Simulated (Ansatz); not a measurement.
MgF2 (rutile)

```
MgF2
1.0
    4.69838     0.00000     0.00000
    0.00000     4.69838     0.00000
    0.00000     0.00000     3.09284
Mg F
2 4
Direct
  0.00000   0.00000   0.00000
  0.50000   0.50000   0.50000
  0.30358   0.30358   0.00000
  0.80358   0.19642   0.50000
  0.19642   0.80358   0.50000
  0.69642   0.69642   0.00000
```

E(V) scan at fixed shape, V₀ the volume above. The atoms relax within the cell's symmetry.

These are PBE (plane waves to 420 eV, PAW, scalar-relativistic; Ansatz, a quantum-chemistry and plane-wave program) values and carry that method's errors. k mesh 7×7×11 (Γ-centred), Fermi-Dirac smearing 0.05 eV. Energies are smeared free energies. Stress and pressure are positive under compression. With the shape held, the modulus is that of even scaling; a crystal free to change shape is softer. MgF2 was relaxed with its symmetry unable to fall. The zero of ΔE is the relaxed starting cell.

```
V (Å³/atom)  ΔE (meV/atom)
-----------  -------------
10.696                13.1
10.810                 9.0
10.924                 5.6
11.038                 3.1
11.151                 1.3
11.265                 0.3
11.379                 0.0
11.493                 0.3
11.607                 1.3
11.720                 2.8
11.834                 4.8
11.948                 7.5
12.062            withheld
```

Q: Fit a third-order Birch-Murnaghan form (E₀, V₀, B₀, B₀′ free) to the given rows and predict ΔE at V = 12.062.

A: Least squares on the 12 given rows: ΔE = E₀ + (9V₀B₀/16)·y²·[2 + (B₀′ − 4)y], y = (V₀/V)^(2/3) − 1, with V₀ = 11.379 Å³/atom, B₀ = 92.05 GPa (160.2 GPa = 1 eV/Å³; the term in eV is multiplied by 1000), B₀′ = 4.36, E₀ = -0.01 meV/atom; root-mean-square residual 0.04 meV/atom. At 12.062 the fit gives 10.6 meV/atom; the calculation gives 10.6 meV/atom, the same to the digits shown. For the pressure the fit gives -4.73 GPa against the computed -4.70 GPa.

(Under strain, the slope of the energy per volume gives the stress and its curvature an elastic modulus.)
